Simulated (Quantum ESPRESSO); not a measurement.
# Zr2W2Pd2NbRu: one run as intended and one with a planted mistake

Computed values, not a measurement. The program is pw.x of Quantum ESPRESSO 7.5 (plane-wave density functional theory). The cell is made up: eight metal atoms on a face-centred cubic lattice, with elements, volume, strain and displacements drawn at random and not relaxed, so it may be unstable or far from any real phase. PseudoDojo standard norm-conserving files set the functional (PBE unless stated); there is no spin polarisation or spin-orbit coupling, the Fermi-Dirac width of 0.25 eV means electrons at about 2900 K, and the masses in the input are unused placeholders. Heavy elements are run without spin-orbit coupling, which real alloys of them have. A spin test at this wide smearing found no moment, but such smearing suppresses magnetism that the real alloy may have.

Intended input:

```
&control calculation='scf', pseudo_dir='./dojo.nc.sr.pbe.v0_5.standard.upf', outdir='./o', disk_io='minimal', tprnfor=.true., tstress=.true. /
&system ibrav=0, nat=8, ntyp=5, nbnd=77, ecutwfc=84.00895049, nosym=.true., tot_charge=0,
 occupations='smearing', smearing='fd', degauss=0.0183746611
/
&electrons conv_thr=1.470e-08, electron_maxstep=70, mixing_beta=0.5 /
ATOMIC_SPECIES
Nb 1.0 Nb.upf
Pd 1.0 Pd.upf
Ru 1.0 Ru.upf
W 1.0 W.upf
Zr 1.0 Zr.upf
CELL_PARAMETERS angstrom
-4.1556 0.0 0.0
0.0 -4.1556 4.1556
0.0 6.2334 2.0778
ATOMIC_POSITIONS angstrom
Zr -0.0485 0.0379 0.0347
W 0.0453 2.02 2.0641
Pd 0.0431 -2.0605 2.0575
Pd -0.0166 -0.0403 4.1267
Nb -2.0577 4.1009 2.1291
W -2.049 -0.0402 2.0914
Ru -2.099 2.0522 4.1887
Zr -2.1137 -2.0587 4.1712
K_POINTS automatic
6 5 4 1 1 1
```

The log is shortened where brackets say so; the opening notice, blank lines, dates and the lines on written files are dropped, and the path of the files is cut. It prints rydbergs, bohrs and kilobars, and counts compression as positive stress. Its total energy is the free energy E - TS of the whole cell.

Log of the intended run:

```
     Program PWSCF v.7.5
     Parallel version (MPI & OpenMP), running on       4 processor cores
     Number of MPI processes:                 4
     Threads/MPI process:                     1
     [start-up lines left out]
     bravais-lattice index     =            0
     lattice parameter (alat)  =       7.8529  a.u.
     unit-cell volume          =     968.5629 (a.u.)^3
     number of atoms/cell      =            8
     number of atomic types    =            5
     number of electrons       =       117.00
     number of Kohn-Sham states=           77
     kinetic-energy cutoff     =      84.0090  Ry
     charge density cutoff     =     336.0358  Ry
     scf convergence threshold =      1.5E-08
     mixing beta               =       0.5000
     number of iterations used =            8  plain     mixing
     Exchange-correlation= PBE
                           (   1   4   3   4   0   0   0)
     [axes and pseudopotential details left out]
   Cartesian axes
     site n.     atom                  positions (alat units)
         1        Zr     tau(   1) = (  -0.0116710   0.0091202   0.0083502  )
         2        W      tau(   2) = (   0.0109010   0.4860911   0.4967032  )
         3        Pd     tau(   3) = (   0.0103715  -0.4958369   0.4951150  )
         4        Pd     tau(   4) = (  -0.0039946  -0.0096978   0.9930455  )
         5        Nb     tau(   5) = (  -0.4951632   0.9868370   0.5123448  )
         6        W      tau(   6) = (  -0.4930696  -0.0096737   0.5032727  )
         7        Ru     tau(   7) = (  -0.5051015   0.4938396   1.0079652  )
         8        Zr     tau(   8) = (  -0.5086389  -0.4954038   1.0037540  )
     number of k points=    60  Fermi-Dirac smearing, width (Ry)=  0.0184
                       cart. coord. in units 2pi/alat
        k(    1) = (  -0.0833333   0.0375000   0.1375000), wk =   0.0333333
        k(    2) = (  -0.0833333   0.1625000   0.2625000), wk =   0.0333333
     [further k points left out]
     Dense  grid:   100777 G-vectors     FFT dimensions: (  45,  72,  75)
     Estimated max dynamical RAM per process >     418.83 MB
     Estimated total dynamical RAM >       1.56 GB
     Initial potential from superposition of free atoms
     starting charge     116.9908, renormalised to     117.0000
     Starting wfcs are   78 randomized atomic wfcs
     total cpu time spent up to now is        6.4 secs
     per-process dynamical memory:   331.5 Mb
     Self-consistent Calculation
     iteration #  1     ecut=    84.01 Ry     beta= 0.50
     Davidson diagonalization with overlap
     ethr =  1.00E-02,  avg # of iterations =  4.3
     total cpu time spent up to now is       23.9 secs
     total energy              =   -1362.26660644 Ry
     estimated scf accuracy    <      19.36089439 Ry
     iteration #  2     ecut=    84.01 Ry     beta= 0.50
     Davidson diagonalization with overlap
     ethr =  1.00E-02,  avg # of iterations =  3.0
     total cpu time spent up to now is       43.3 secs
     total energy              =   -1371.02590218 Ry
     estimated scf accuracy    <      57.86789202 Ry
     [iterations 3 to 19 left out]
     iteration # 20     ecut=    84.01 Ry     beta= 0.50
     Davidson diagonalization with overlap
     ethr =  4.06E-10,  avg # of iterations =  1.8
     total cpu time spent up to now is      304.4 secs
     total energy              =   -1374.61060455 Ry
     estimated scf accuracy    <       0.00000005 Ry
     iteration # 21     ecut=    84.01 Ry     beta= 0.50
     Davidson diagonalization with overlap
     ethr =  4.66E-11,  avg # of iterations =  2.8
     total cpu time spent up to now is      319.9 secs
     End of self-consistent calculation
     [lines on levels left out]
!    total energy              =   -1374.61060455 Ry
     estimated scf accuracy    <          9.4E-09 Ry
     smearing contrib. (-TS)   =      -0.12988227 Ry
     internal energy E=F+TS    =   -1374.48072228 Ry
     The total energy is F=E-TS. E is the sum of the following terms:
     one-electron contribution =    -356.58881144 Ry
     hartree contribution      =     241.90219013 Ry
     xc contribution           =    -250.94056707 Ry
     ewald contribution        =   -1008.85353389 Ry
     convergence has been achieved in  21 iterations
     Forces acting on atoms (cartesian axes, Ry/au):
     atom    1 type  5   force =     0.01312265   -0.05748640   -0.05516413
     atom    2 type  4   force =    -0.00876083    0.00639267    0.10273241
     atom    3 type  2   force =    -0.00883185   -0.01204009   -0.00786820
     atom    4 type  2   force =     0.00139503    0.01224852   -0.00725864
     atom    5 type  1   force =    -0.00487302   -0.01008884    0.01499577
     atom    6 type  4   force =    -0.00768988    0.05104768    0.03308948
     atom    7 type  3   force =     0.00563396   -0.01398217   -0.04288363
     atom    8 type  5   force =     0.01000393    0.02390863   -0.03764307
     Total force =     0.161079     Total SCF correction =     0.000396
     Computing stress (Cartesian axis) and pressure
          total   stress  (Ry/bohr**3)                   (kbar)     P=      -58.87
  -0.00036794   0.00001063  -0.00000360          -54.13        1.56       -0.53
   0.00001063  -0.00037646  -0.00011717            1.56      -55.38      -17.24
  -0.00000360  -0.00011717  -0.00045607           -0.53      -17.24      -67.09
     init_run     :      6.02s CPU      6.26s WALL (       1 calls)
     electrons    :    306.20s CPU    313.54s WALL (       1 calls)
     forces       :      2.32s CPU      2.34s WALL (       1 calls)
     stress       :      8.25s CPU      8.26s WALL (       1 calls)
     [timing details left out]
     PWSCF        :   5m22.90s CPU   5m30.58s WALL
     JOB DONE.
```

A second run has one planted mistake: one coordinate of one atom is wrong. The input lines that differ:

```
- W -2.049 -0.0402 2.0914
+ W -2.279 -0.0402 2.0914
```

Its log:

```
     Program PWSCF v.7.5
     Parallel version (MPI & OpenMP), running on       4 processor cores
     Number of MPI processes:                 4
     Threads/MPI process:                     1
     [start-up lines left out]
     bravais-lattice index     =            0
     lattice parameter (alat)  =       7.8529  a.u.
     unit-cell volume          =     968.5629 (a.u.)^3
     number of atoms/cell      =            8
     number of atomic types    =            5
     number of electrons       =       117.00
     number of Kohn-Sham states=           77
     kinetic-energy cutoff     =      84.0090  Ry
     charge density cutoff     =     336.0358  Ry
     scf convergence threshold =      1.5E-08
     mixing beta               =       0.5000
     number of iterations used =            8  plain     mixing
     Exchange-correlation= PBE
                           (   1   4   3   4   0   0   0)
     [axes and pseudopotential details left out]
   Cartesian axes
     site n.     atom                  positions (alat units)
         1        Zr     tau(   1) = (  -0.0116710   0.0091202   0.0083502  )
         2        W      tau(   2) = (   0.0109010   0.4860911   0.4967032  )
         3        Pd     tau(   3) = (   0.0103715  -0.4958369   0.4951150  )
         4        Pd     tau(   4) = (  -0.0039946  -0.0096978   0.9930455  )
         5        Nb     tau(   5) = (  -0.4951632   0.9868370   0.5123448  )
         6        W      tau(   6) = (  -0.5484166  -0.0096737   0.5032727  )
         7        Ru     tau(   7) = (  -0.5051015   0.4938396   1.0079652  )
         8        Zr     tau(   8) = (  -0.5086389  -0.4954038   1.0037540  )
     number of k points=    60  Fermi-Dirac smearing, width (Ry)=  0.0184
                       cart. coord. in units 2pi/alat
        k(    1) = (  -0.0833333   0.0375000   0.1375000), wk =   0.0333333
        k(    2) = (  -0.0833333   0.1625000   0.2625000), wk =   0.0333333
     [further k points left out]
     Dense  grid:   100777 G-vectors     FFT dimensions: (  45,  72,  75)
     Estimated max dynamical RAM per process >     418.83 MB
     Estimated total dynamical RAM >       1.56 GB
     Initial potential from superposition of free atoms
     starting charge     116.9908, renormalised to     117.0000
     Starting wfcs are   78 randomized atomic wfcs
     total cpu time spent up to now is        6.5 secs
     per-process dynamical memory:   331.5 Mb
     Self-consistent Calculation
     iteration #  1     ecut=    84.01 Ry     beta= 0.50
     Davidson diagonalization with overlap
     ethr =  1.00E-02,  avg # of iterations =  4.3
     total cpu time spent up to now is       24.3 secs
     total energy              =   -1362.35795861 Ry
     estimated scf accuracy    <      19.22004954 Ry
     iteration #  2     ecut=    84.01 Ry     beta= 0.50
     Davidson diagonalization with overlap
     ethr =  1.00E-02,  avg # of iterations =  3.0
     total cpu time spent up to now is       44.0 secs
     total energy              =   -1370.99134239 Ry
     estimated scf accuracy    <      57.69731993 Ry
     [iterations 3 to 19 left out]
     iteration # 20     ecut=    84.01 Ry     beta= 0.50
     Davidson diagonalization with overlap
     ethr =  4.63E-10,  avg # of iterations =  1.4
     total cpu time spent up to now is      310.0 secs
     total energy              =   -1374.60311314 Ry
     estimated scf accuracy    <       0.00000005 Ry
     iteration # 21     ecut=    84.01 Ry     beta= 0.50
     Davidson diagonalization with overlap
     ethr =  4.11E-11,  avg # of iterations =  3.3
     total cpu time spent up to now is      327.0 secs
     End of self-consistent calculation
     [lines on levels left out]
!    total energy              =   -1374.60311314 Ry
     estimated scf accuracy    <       0.00000001 Ry
     smearing contrib. (-TS)   =      -0.12948511 Ry
     internal energy E=F+TS    =   -1374.47362803 Ry
     The total energy is F=E-TS. E is the sum of the following terms:
     one-electron contribution =    -358.57943856 Ry
     hartree contribution      =     242.90208762 Ry
     xc contribution           =    -250.96848079 Ry
     ewald contribution        =   -1007.82779630 Ry
     convergence has been achieved in  21 iterations
     Forces acting on atoms (cartesian axes, Ry/au):
     atom    1 type  5   force =    -0.00972301   -0.05707806   -0.05833192
     atom    2 type  4   force =    -0.01593547    0.00901068    0.10126931
     atom    3 type  2   force =    -0.01972953   -0.01809562   -0.00810134
     atom    4 type  2   force =    -0.01082213    0.01213817   -0.00290866
     atom    5 type  1   force =    -0.00638336   -0.00975833    0.01540712
     atom    6 type  4   force =     0.04245838    0.05282828    0.02996604
     atom    7 type  3   force =     0.00347443   -0.01256292   -0.04001358
     atom    8 type  5   force =     0.01666069    0.02351780   -0.03728698
     Total force =     0.168100     Total SCF correction =     0.000434
     Computing stress (Cartesian axis) and pressure
          total   stress  (Ry/bohr**3)                   (kbar)     P=      -51.40
  -0.00032696   0.00002313  -0.00000953          -48.10        3.40       -1.40
   0.00002313  -0.00031686  -0.00011800            3.40      -46.61      -17.36
  -0.00000953  -0.00011800  -0.00040445           -1.40      -17.36      -59.50
     init_run     :      6.07s CPU      6.32s WALL (       1 calls)
     electrons    :    313.32s CPU    320.53s WALL (       1 calls)
     forces       :      2.44s CPU      2.46s WALL (       1 calls)
     stress       :      8.52s CPU      8.52s WALL (       1 calls)
     [timing details left out]
     PWSCF        :   5m30.54s CPU   5m38.10s WALL
     JOB DONE.
```

|  | intended run | run with the mistake |
| --- | --- | --- |
| free energy (eV) | -18702.530 | -18702.428 |
| entropy term -TS, part of it (eV) | -1.767 | -1.762 |
| pressure (GPa) | -5.89 | -5.14 |
| size of the largest force component (eV/Å) | 2.641 | 2.604 |
| largest change of a force component (eV/Å) |  | 1.289 |
| iterations | 21 | 21 |

For scale, a rerun of the intended cell at a higher cutoff and on a denser mesh moved values by no more than 0.005 eV in energy, 0.03 GPa in stress and 0.006 eV/Å in force, and a second program with other atomic files agreed on that cell to 2 % rms in force and 0.5 GPa in pressure.